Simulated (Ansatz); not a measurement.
Crystals of one structure type (bcc (W type)), relaxed and computed with r²SCAN (plane waves, PAW; program Ansatz).

| crystal | a (Å) | spin order and moments (μB) |
|---|---|---|
| Li | 3.476 | not spin-polarised |
| K | 5.346 | not spin-polarised |
| Cr | 2.962 | antiferromagnetic; net 0.00 per atom; largest site about 2.8 |
| Fe | 2.867 | ferromagnetic; net 2.65 per atom; largest site about 2.8 |
| Rb | 5.748 | not spin-polarised |
| Nb | 3.302 | not spin-polarised |
| Ba | 5.071 | not spin-polarised |
| Ta | 3.305 | not spin-polarised |

Spin orders computed, not proven ground states: Cr, bcc (W type) antiferromagnetic; Fe, bcc (W type) ferromagnetic. All cells were relaxed under the symmetry of their starts (and spin orders); stability against distortions was not tested throughout. Rows with no word on spin ran without spin polarisation. Spin–orbit coupling is left out wherever it is not named.

Potentials: the earlier of the program's two PAW sets.
